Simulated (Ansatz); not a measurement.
The relaxed structure here is a generated cell of TiAl3: the first start was made by placing the elements on the sites of a structure type, and the end was not matched to a known phase here, so it may be hypothetical. Known forms of TiAl3 include space group No. 139.

A relaxed cell of TiAl3 (P6₃22 (No. 182)), relaxed on a k-mesh at least as fine as the one used below. Method: PBEsol (plane waves to 420 eV, PAW, scalar-relativistic; Ansatz, a first-principles code). Γ-centred k-mesh 5×5×11 on the run's cell (coarser than for final values), Fermi–Dirac smearing 0.05 eV.

```
TiAl3
1.0
    7.48282     0.00000     0.00000
   -3.74141     6.48031     0.00000
    0.00000     0.00000     2.85959
Al Ti
6 2
Direct
  0.31595   0.00000   0.00000
  0.31595   0.31595   0.50000
  0.00000   0.31595   0.00000
  0.68405   0.00000   0.50000
  0.68405   0.68405   0.00000
  0.00000   0.68405   0.50000
  0.33333   0.66667   0.25000
  0.66667   0.33333   0.75000
```

The atoms are displaced by (Å):

```json
[
 {"atom": "Al1", "ux": "0.054", "uy": "-0.001", "uz": "0.026"},
 {"atom": "Al2", "ux": "-0.086", "uy": "-0.101", "uz": "0.027"},
 {"atom": "Al3", "ux": "0.011", "uy": "0.073", "uz": "0.019"},
 {"atom": "Al4", "ux": "-0.131", "uy": "0.015", "uz": "0.021"},
 {"atom": "Al5", "ux": "0.119", "uy": "-0.144", "uz": "0.028"},
 {"atom": "Al6", "ux": "0.115", "uy": "-0.034", "uz": "-0.087"},
 {"atom": "Ti7", "ux": "0.030", "uy": "-0.091", "uz": "-0.028"},
 {"atom": "Ti8", "ux": "-0.009", "uy": "-0.077", "uz": "0.007"}
]
```

Task: What forces (eV/Å) and pressure result?

Result: 
```tsv
atom	Fx	Fy	Fz
Al1	-0.11	-0.44	0.14
Al2	0.45	-0.15	0.15
Al3	-0.78	-0.70	-0.19
Al4	0.58	-0.70	-0.19
Al5	-0.61	0.82	0.17
Al6	-0.55	-0.27	0.36
Ti7	1.09	0.69	-0.19
Ti8	-0.07	0.76	-0.25
```

Pressure +1.4 GPa.

Task: Estimate the energy cost of the displacement in the harmonic approximation and compare with the calculation.

Result: For a harmonic well ΔE = −½ Σ F·u = 0.266 eV a cell, or 33 meV/atom. The calculated energy relative to the undisplaced cell is +0.03 eV/atom, so the harmonic estimate holds well.

The undisplaced cell is probably no minimum: from this displacement the run went on to P2₁/m (No. 11), 0.30 eV/atom below it.

No spin polarisation in the result. A magnetic state may lie lower.
